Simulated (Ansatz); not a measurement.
Data:

GeOs:
```xyz
2
Lattice="3.4870 0.0000 0.0000 -1.7435 3.0198 0.0000 0.0000 0.0000 2.9643" Properties=species:S:1:pos:R:3 pbc="T T T"
Os     0.0000     0.0000     0.0000
Ge     1.7435     1.0066     1.4822
```

This is the PBEsol-relaxed structure.

Q: All from PBEsol (plane waves, PAW; program Ansatz), unless another level is named. Estimate the bulk modulus (Birch–Murnaghan fit).

A: 211 GPa.

Q: Give the highest zone-centre frequency.

A: 258 cm^-1.

Space group P-6m2. A made-up cell: these elements were put on the sites of a structure type; neither database checked (COD, Materials Project) lists it. Its standing as an ambient phase is unchecked. The cell keeps a stress of up to 0.2 GPa. Symmetry was held in the PBEsol relaxation. At this level the phase is mechanically unstable. The run is not spin-polarised. As this level gives no gap, phonon frequencies hold no LO–TO term and depend on the k-mesh and smearing (Fermi–Dirac, 0.1 eV here). Scalar-relativistic: spin–orbit coupling is off unless named, which matters more the heavier the elements.

Potentials: the earlier of the program's two PAW sets. The files were generated under PBE; for other functionals the program regenerates the frozen cores, and for LDA and PBEsol the local potential too.
